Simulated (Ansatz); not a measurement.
The end point of a relaxation of MgO. All values below come from r2SCAN (plane waves to 500 eV, PAW, scalar-relativistic; Ansatz, a program for electronic structure).

```
CELL_PARAMETERS angstrom
      2.92320     0.00000     0.00000
     -1.46160     2.53156     0.00000
      0.00000     0.00000     5.09229
ATOMIC_POSITIONS crystal
  Mg 0.00000 0.00000 0.50000
  Mg 0.00000 0.00000 0.00000
  O  0.33333 0.66667 0.25000
  O  0.66667 0.33333 0.75000
```

### Question
Find the space group and the Wyckoff positions (tolerance 0.01 Å).

### Answer
Space group P6₃/mmc (No. 194); a = b = 2.923 Å, c = 5.092 Å, α = β = 90.00°, γ = 120.00°

| atom | site | symmetry | x | y | z |
|---|---|---|---|---|---|
| Mg | 2a | -3m. | 0.0000 | 0.0000 | 0.0000 |
| O | 2c | -6m2 | 0.3333 | 0.6667 | 0.2500 |

This is the NiAs type.

### Question
Give the shortest distances between elements (the closest pairs, up to four, under 3.6 Å).

### Answer
Mg–O 2.11 Å; Mg–Mg 2.55 Å; O–O 2.92 Å.

```json
{
  "volume_per_atom": "9.42 Å³",
  "band_gap": "5.34 eV, direct at Γ (no spin-orbit coupling)"
}
```

No spin polarisation in the result.

The run could not lose the symmetry of its start.

The first start was generated by placing the elements on the sites of a structure type. Materials Project lists a structure of MgO in the same space group, P6₃/mmc (No. 194); the sites were not compared with it, nor with measured phases. Known forms of MgO include space group No. 225.
